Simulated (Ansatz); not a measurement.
**Pressure coefficients of RbLuO₂**

```xyz
4
Lattice="1.7000 0.9815 6.3833 -1.7000 0.9815 6.3833 0.0000 -1.9630 6.3833" Properties=species:S:1:pos:R:3 pbc="T T T"
Rb    0.0000    0.0000    0.0000
Lu    0.0000    0.0000    9.5750
O     0.0000    0.0000    4.2704
O     0.0000    0.0000   14.8795
```

The cell is COD entry 1528053, as deposited and not checked against the literature; nothing was relaxed.

No spin–orbit coupling, which matters for the heavy atoms here.

Level of theory: Ansatz 0.2.0, DFT, PBEsol, all-electron LAPW, scalar-relativistic.

Sampling and basis: a Γ-centred 10×10×10 k mesh, Fermi–Dirac smearing of 0.03 eV, basis error target 1 meV/atom, no spin polarisation.

The cell is scaled evenly with fractional coordinates held. Semilocal gaps are too small, but their slopes usually carry over better; a slope of a few tenths of an eV per unit of ln V is near zero and can change sign within a few per cent of volume.

```json
{"V/V(cell)": "0.9400", "P (GPa)": "8.86", "gap on the k mesh (eV)": "2.963"}
{"V/V(cell)": "0.9800", "P (GPa)": "3.33", "gap on the k mesh (eV)": "3.092"}
{"V/V(cell)": "1.0000", "P (GPa)": "0.99", "gap on the k mesh (eV)": "3.148"}
{"V/V(cell)": "1.0100", "P (GPa)": "-0.10", "gap on the k mesh (eV)": "3.173"}
```

(1) From the rows at 0.9800 and 1.0100, what is the bulk modulus at the cell's volume?

(2) What are the gap's volume deformation potential and pressure coefficient?

(3) Predict the row at V/V(cell) = 1.0400. How far is a linear estimate of P off?

Answers

(1) B = −ΔP/Δln V = −[(-0.10) − (3.33)]/0.03015 = 113.8 GPa.

(2) dEg/dln V = (3.173 − 3.092)/0.03015 = 2.69 eV, and dEg/dP = −(dEg/dln V)/B = -24 meV/GPa: pressure narrows the gap.

(3) P = -3.02 GPa, gap 3.126 eV. The linear estimate P(cell) − B ln(V/V(cell)) = -3.47 GPa misses by 0.45 GPa, since the modulus falls on expansion.
